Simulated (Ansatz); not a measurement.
**PtP in the zincblende structure**

The computed numbers are results of PBEsol, scalar-relativistic (no spin polarisation) in the plane-wave PAW code Ansatz at 420 eV, Γ-centred 12×12×12 mesh, 0.05 eV Gaussian smearing. The datasets are Ansatz's generated set soft_2.

```
Pt P
1.0
     0.00000    2.65129    2.65129
     2.65129    0.00000    2.65129
     2.65129    2.65129    0.00000
Pt P
1 1
Direct
  0.00000 0.00000 0.00000
  0.25000 0.25000 0.25000
```

The start was a prototype's sites filled with these elements, not a measured cell.

The cell has space group F-43m (read at 0.01 Å). In it the stress is -0.04, -0.04, -0.04, 0.00, 0.00, 0.00 GPa and the largest force component 0.000 eV/Å. Each change below starts from this cell, without further relaxation. Stress is in GPa, positive in compression, in the order xx, yy, zz, yz, xz, xy; energies are counted from the cell above and are free energies with the smearing's entropy, which match forces and stress in a metal.

Task: What happens when atom 2 (P) is moved by 0.08 Å along y?

Result: The energy changes by 35.9 meV per cell, and the force on it along the shift is -0.917 eV/Å (−F/u = 11.46 eV/Å²). Stress: 0.66, -0.01, 0.66, 0.00, -4.60, 0.00.
```tsv
atom	Fx (eV/Å)	Fy	Fz
Pt1	0.000	0.917	0.000
P2	0.000	-0.917	0.000
```
In a harmonic crystal the energy would rise by −½F·u = ½ × 11.46 × 0.08² eV = 36.7 meV, which matches.

Task: What stress follows from an engineering strain of 2 % in zz, atoms carried along?

Result: -2.90, -2.90, -3.08, 0.00, 0.00, 0.00 GPa; the energy changes by 7.2 meV per cell.
The change of the stress over the strain gives a clamped-atom stiffness of about 152 GPa for this component, a secant value that lies under the elastic constant in tension and over it in compression, by several per cent for each per cent of strain.
In a harmonic crystal the energy would rise by V(½Cε² − σ₀ε), with σ₀ the stress of the unstrained cell, = 7.3 meV, which matches.

For elements this heavy, spin–orbit coupling would shift levels and gaps; it isn't included here. The cell is a metal with an odd number of electrons, and spin polarisation wasn't tried.
